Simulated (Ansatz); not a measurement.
Relaxed-ion elastic tensor of ZrS (rock salt, Fm-3m) in GPa (Voigt order), r²SCAN in the plane-wave PAW code Ansatz; density 5.74 g/cm³, 17.82 Å³ per atom.

```
      1     2     3     4     5     6
-  ----  ----  ----  ----  ----  ----
1   329  45.7  45.7   0.0   0.0   0.0
2  45.7   329  45.7   0.0   0.0   0.0
3  45.7  45.7   329   0.0   0.0   0.0
4   0.0   0.0   0.0  29.4   0.0   0.0
5   0.0   0.0   0.0   0.0  29.4   0.0
6   0.0   0.0   0.0   0.0   0.0  29.4
```

Question: Is the crystal mechanically stable?

Answer: Yes: the smallest eigenvalue of C is 29.4 GPa.

Question: Work out the Voigt, Reuss and Hill averages.

Answer: K_V = 140, K_R = 140, K_H = 140; G_V = 74.2, G_R = 43.0, G_H = 58.6 GPa.

Question: Give Young's modulus, Poisson's ratio, Pugh's ratio and the universal anisotropy index.

Answer: E = 9KG/(3K + G) = 154 GPa; ν = 0.32; K/G = 2.39 (ductile by the Pugh limit of 1.75); A_U = 5G_V/G_R + K_V/K_R − 6 = 3.63.

Question: Estimate the sound speeds and the Debye temperature.

Answer: v_l = √((K + 4G/3)/ρ) = 6160 m/s, v_t = √(G/ρ) = 3200 m/s, mean 3580 m/s; Θ = (h/k)(3n/4πV)^(1/3) v_m = 408 K.

Question: Give the Zener ratio and Young's modulus along [100], [110] and [111].

Answer: A = 2C44/(C11 − C12) = 0.21; 1/E = S11 − 2(S11 − S12 − S44/2)Γ with Γ = 0, 1/4, 1/3 gives 318, 101, 82.4 GPa.

The workflow started from an entry of the Crystallography Open Database (COD), which files this formula under 2 space groups. Whether it is the stable phase at ambient conditions was not checked. The cell was relaxed with r²SCAN under the symmetry of its start; of distortions, only those at the zone centre were tested. The run is not spin-polarised. As this level gives no gap, shear constants depend on the k-mesh and smearing (Fermi–Dirac, 0.1 eV here).

Potentials: the later of the program's two PAW sets.
